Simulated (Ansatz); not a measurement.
**Two states of CuSnF6**

```yaml
crystal:
  lattice:
    - [5.56572, 0.00000, 0.00000]
    - [-2.29008, 4.62752, 0.00000]
    - [-0.23404, -3.10423, 4.31777]
  atoms:
    - { symbol: F, position: [0.74800, 0.11800, 0.87100] }
    - { symbol: F, position: [0.25200, 0.88200, 0.12900] }
    - { symbol: F, position: [0.73700, 0.87600, 0.26600] }
    - { symbol: F, position: [0.26300, 0.12400, 0.73400] }
    - { symbol: Sn, position: [0.50000, 0.00000, 0.50000] }
    - { symbol: Cu, position: [0.00000, 0.00000, 0.00000] }
    - { symbol: F, position: [0.25000, 0.49700, 0.36400] }
    - { symbol: F, position: [0.75000, 0.50300, 0.63600] }
```

Single point in Ansatz 0.2.0 with r2SCAN. Cutoff 500 eV, PAW datasets, 4×5×4 (shifted by 0, 0, 0.5 steps) k mesh, fermi-dirac filling (width 0.0549 eV).

State A: no moments (collinear spin). State B: Cu6 up (collinear spin).

Task: Compare the two self-consistent states.

Result: State B is lower by 81.7 meV an atom at zero smearing; in free energy at this smearing B lies -77.2 meV an atom from A.

```csv
state,free energy (meV/atom),largest moment in a small sphere (μB),net moment (μB/cell),gap on mesh (eV),pressure (GPa),largest force (eV/Å)
A,77.2,0.00,0.00,metal,-2.4,0.22
B,0.0,0.81,1.00,0.82,-2.7,0.30
```

Origin: a database entry at a rescaled volume. Caveats: an odd or shifted mesh can miss the band edges, so this level's true gap may be smaller; no spin-orbit coupling, which can shift this gap by tenths of an eV; the input typed no starting moments; the Fermi level lies in a narrow band between gaps, which spin or distortion may split; an odd electron count with no moments left, so an order that this cell can't hold may lie lower; the k mesh is coarse if the cell is a metal.
